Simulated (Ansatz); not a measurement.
With PBE (plane waves, PAW; program Ansatz), La in the dhcp (α-La type) structure (P6_3/mmc) relaxes to a = 3.764 Å, c = 12.100 Å.

Electronic character: metallic (no gap).

Symmetry was held in the PBE relaxation. Axis ratios of metals converge slowly with the k-mesh, so a and c are less sure than the volume. Spin–orbit coupling is left out wherever it is not named.

Potentials: the earlier of the program's two PAW sets.
